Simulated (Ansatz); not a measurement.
**Calculated with Ansatz: KLaGa$_{3}$, settings compared**

Launch command:

```bash
ansatz run input.yaml --threads 1 --pin off --max-ram 2560MiB --backend cpu --events-out ev --progress --plain --runs-dir out
```

input.yaml:

```yaml
crystal:
  lattice:
    - [0.0, 4.627268, 0.0]
    - [4.627268, 0.0, 0.0]
    - [2.313634, 2.313634, -5.643092]
  atoms:
    - { symbol: La, position: [0.1336, 0.1336, 0.7328] }
    - { symbol: K, position: [0.5204, 0.5204, 0.9592] }
    - { symbol: Ga, position: [0.8827, 0.3827, 0.2346] }
    - { symbol: Ga, position: [0.3827, 0.8827, 0.2346] }
    - { symbol: Ga, position: [0.7515, 0.7515, 0.497] }
  symmetry: { tolerance: 0.0003 }
kpoints:
  mp_grid: { grid: [4, 4, 4], shift: [0, 0, 0] }
magnetization:
  spin_polarized: false
scf:
  occupations: { method: fermi_dirac }
hamiltonian:
  pseudopotentials: { kind: paw }
  xc: r2scan
basis:
  ecutwfc: 500
output:
  forces: true
  stress: true
  eigenvalues: true
```

Origin of the cell: a known structure type with other elements, at an estimated volume, so it need not be a known compound.

The smearing width isn't typed, so it takes its default of 0.1 eV.

Output of this run (shortened):

```
SCF iter   1: F=—  HF=-19177.014438 eV  Δρ=9.58e-3  dr2=1.65e-1  dr2_τ=9.70e-3
SCF iter   2: F=—  HF=-19177.071138 eV  Δρ=4.28e-3  dr2=4.53e-2  dr2_τ=8.70e-4
SCF iter   3: F=—  HF=-19177.065700 eV  Δρ=2.39e-3  dr2=1.06e-2  dr2_τ=1.82e-4
SCF iter   4: F=—  HF=-19177.065238 eV  Δρ=7.26e-4  dr2=8.50e-4  dr2_τ=1.77e-5
SCF iter   5: F=—  HF=-19177.065541 eV  Δρ=2.37e-4  dr2=1.53e-4  dr2_τ=1.56e-6
SCF iter   6: F=—  HF=-19177.065593 eV  Δρ=1.21e-4  dr2=3.30e-5  dr2_τ=9.14e-7
SCF iter   7: F=—  HF=-19177.065592 eV  Δρ=5.21e-5  dr2=6.73e-6  dr2_τ=4.08e-8
SCF iter   8: F=—  HF=-19177.065591 eV  Δρ=2.48e-5  dr2=1.43e-6  dr2_τ=6.70e-9
SCF iter   9: F=-19177.065591 eV  HF=-19177.065591 eV  Δρ=5.78e-6  dr2=6.19e-8  dr2_τ=2.35e-9
SCF 1 converged in 9 iterations: F = -19177.065591 eV  dr2 = 6.19e-8
SCF converged after 9 iterations
Free energy (F): -19177.065591 eV
Harris-Foulkes:  -19177.065591 eV  (|F-HF|=8.35e-9)
Internal energy: -19176.982723 eV  (E = F + TS)
E sigma→0 (E₀):  -19177.024157 eV
Entropy (-TS):   -0.082869 eV (-16.574 meV/atom)
Fermi energy:    9.437976 eV
--- Per-component energies (eV) ---
  E_band       = -268.576621
  E_kinetic    = 793.048677
  E_local      = -6981.666098  (includes V_loc(G=0)·N_el)
  E_nonlocal   = 1377.314496
  E_hartree    = 3190.668834
  E_xc         = -454.560242
  E_vxc        = -526.998283  (∫ρ·V_xc dr)
  E_paw        = -12224.274613  (= ΣΔE_a)
  E_vpaw       = -1340.439314  (= ΣTr[D̂ρ^β])
  E_aug_tail   = -0.000121  (compensation charges beyond the density's cutoff)
  E_vtau       = 28.823388  (kinetic-family band-sum trace: ∫τ·v_τ [+ j·A + Jᵃ·Aᵃ] dr)
  E_ewald      = -4875.426773
  E_core_change = -2.086882  (= ΣΔE_core)
  E_smearing   = -0.082869  (= −TS)
  Σ components = -19177.065591   (vs F -19177.065591, Δ=0.00e0)
--- Forces (eV/Å), atoms counted from 1 ---
  atom   1  La    -0.000000    -0.000000     0.332819
  atom   2  K     -0.000000    -0.000000     0.007230
  atom   3  Ga     0.000000    -0.000000    -1.138529
  atom   4  Ga    -0.000000    -0.000000    -1.138529
  atom   5  Ga    -0.000000     0.000000     1.936953
  max |Σ_I F_I| component: 5.60e-5 eV/Å
--- Stress (GPa, compression-positive) ---
        2.268154       0.000000       0.000000
        0.000000       2.268154       0.000000
        0.000000       0.000000       6.722131
  P = ⅓ Tr σ = 3.7528 GPa (37.528 kbar)
```

The same input was run again with these changes:

1. `scf.lower_state_search` default → standard
2. `hamiltonian.pseudopotentials` { kind: paw } → { kind: nc, accuracy: standard }
3. `basis.ecutwfc` 500 → "500 eV"

| run | end | SCF iterations | P (GPa) | max force component (eV/Å) | moment (μB) | ΔE(σ→0) (meV/atom) |
| --- | --- | --- | --- | --- | --- | --- |
| base | converged | 9 | 3.75 | 1.937 | – | 0 |
| 1 | converged | 9 | 3.75 | 1.937 | – | 0.00 |
| 2 | converged | 10 | 2.68 | 1.830 | – | – |
| 3 | converged | 9 | 3.75 | 1.937 | – | 0.00 |

Energies are compared only where functional, datasets, charge and starting cell are the same.

Caveats of the base run: no moments, though an odd count or open d shells may carry them; no spin-orbit coupling, though heavy elements are present; the k mesh is coarse if the cell is a metal.

Run 2: the cutoff lies below the datasets' advice; the norm-conserving files were made for PBE, not for this functional.

The base run took 17 s on 1 thread of Arm Neoverse V2 (shared host), peak memory 0.61 GiB, from the program's own first density.
